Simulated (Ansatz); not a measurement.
Mg3Sb2:
```
Mg3Sb2
1.0
    4.56806     0.00000     0.00000
   -2.28403     3.95606     0.00000
    0.00000     0.00000     7.24331
Sb Mg
2 3
Cartesian
  0.00000   2.63737   1.65671
  2.28403   1.31869   5.58660
  0.00000   0.00000   0.00000
  0.00000   2.63737   4.58969
  2.28403   1.31869   2.65362
```

Relaxed with r²SCAN.

Task: Give the Bader charges and basin volumes of the independent atoms, r²SCAN (plane waves, PAW; program Ansatz).

Result: 

| atom | Bader charge (e) | Bader volume (Å³) |
|---|---|---|
| Sb1 | -2.36 | 54.1 |
| Mg3 | +1.61 | 7.8 |
| Mg4 | +1.56 | 7.5 |

Space group P-3m1 (La2O3 or Ni2Al3 type). The r²SCAN relaxation kept the symmetry of its start. Spin–orbit coupling is left out wherever it is not named.

Potentials: the later of the program's two PAW sets.
